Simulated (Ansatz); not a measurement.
Task: Name crystals whose computed values (PBEsol in the plane-wave PAW code Ansatz) fall in these windows: B₀ by P(V) fit (GPa) 46 to 64; highest Γ mode, no LO–TO term (cm⁻¹) 120 to 160.

Result: 

```
crystal                                       B₀ by P(V) fit (GPa)  highest Γ mode, no LO–TO term (cm⁻¹)
--------------------------------------------  --------------------  ------------------------------------
SnPbSe2, R-3m (Sn on 3b, Pb on 3a, Se on 6c)                  54.2                                   141
LaZn, CsCl type                                               52.8                                   122
YPb3, Cu3Au type                                              56.9                                   124
LaSb, rock salt                                               57.1                                   127
YIn, CsCl type                                                63.1                                   134
```
Others may fit too.

Standing as an ambient phase not checked: SnPbSe2, R-3m (Sn on 3b, Pb on 3a, Se on 6c); LaZn, CsCl type; YPb3, Cu3Au type; LaSb, rock salt; YIn, CsCl type. Perhaps ordered models of mixed-site phases: SnPbSe2, R-3m (Sn on 3b, Pb on 3a, Se on 6c). All cells were relaxed under the symmetry of their starts (and spin orders); stability against distortions was not tested throughout. Rows with no word on spin ran without spin polarisation. Scalar-relativistic: spin–orbit coupling is off unless named, which matters more the heavier the elements.

Potentials: the later of the program's two PAW sets.
